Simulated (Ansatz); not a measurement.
A trial cell of Nb2PdSe5, before relaxation:

```
Nb Pd Se
1.0
    -3.11277    3.12312    4.76104
     3.11277   -3.12312    4.76104
     3.11277    3.12312   -4.76104
Nb Pd Se
2 1 5
Direct
  0.23158 0.23158 0.00000
  0.76842 0.76842 0.00000
  0.00000 0.50000 0.50000
  0.50000 0.35019 0.85019
  0.50000 0.64981 0.14981
  0.66776 0.16776 0.50000
  0.33224 0.83224 0.50000
  0.00000 0.00000 0.00000
```

Computed with DFT PBE, scalar-relativistic, plane waves, PAW in Ansatz 0.2.0. Cutoff 420 eV, Gaussian smearing, Γ-centred meshes. Cell and atoms relax first on a coarse mesh, the cell is then made exact in the group found at 0.06 to 0.08 Å, and last on a converged mesh; the steps can't lower the symmetry of their start. No spin polarisation.

A guess keeps its type if space group and coordination stay and the shape of the cell changes little (axis ratios within about 15 %, angles within 6°); the volume may change.

Q: Will the relaxed cell still be of the starting type?

A: It doesn't keep its type. The symmetry stays Immm (No. 71). The volume per atom grows by 7.7 %, from 23.1 to 24.9 Å³. The shortest distance goes from 1.87 Å (Se–Se) to 2.47 Å (Pd–Se). Counting neighbours within 15 % of an atom's shortest distance, the start has Nb 1, Pd 8, Se 1/2 and the end Nb 6, Pd 6, Se 3/4. In detail, at the end Nb has 4 Se at 2.52–2.56 Å, 2 Pd at 2.79 Å and 1 Nb at 2.97 Å; Pd has 2 Se at 2.47 Å, 4 Nb at 2.79 Å and 4 Se at 3.12 Å; Se on a site of symmetry m2m has 2 Nb at 2.52 Å, 2 Se at 2.89 Å and 2 Pd at 3.12 Å; 2 more sites not described.

```
CELL_PARAMETERS angstrom
-2.36593 3.68823 5.71411
2.36593 -3.68823 5.71411
2.36593 3.68823 -5.71411
ATOMIC_POSITIONS crystal
Nb 0.36993 0.36993 0.00000
Nb 0.63007 0.63007 0.00000
Pd 0.50000 0.00000 0.50000
Se 0.22448 0.50000 0.72448
Se 0.77552 0.50000 0.27552
Se 0.28358 0.78358 0.50000
Se 0.71642 0.21642 0.50000
Se 0.00000 0.00000 0.00000
```

The zero of energy is the elements' standard structures at the same level; no fitted shifts are applied.

Q: At what energy does it end?

A: −0.23 eV/atom.

The last run used an 8×8×8 mesh for its 8-atom cell and Gaussian smearing of 0.10 eV. No dispersion correction is applied, so the spacing and binding between layers, chains or molecules are poorly described. The reference form of Se is held partly by dispersion forces, which this level lacks. Symmetry constrained the relaxation, so the result can be a saddle point. Another cell of the same search, in P1, lies 171 meV/atom lower, so this cell isn't the stable form at this level.

In counts of neighbours, a slash parts the counts of unlike sites.
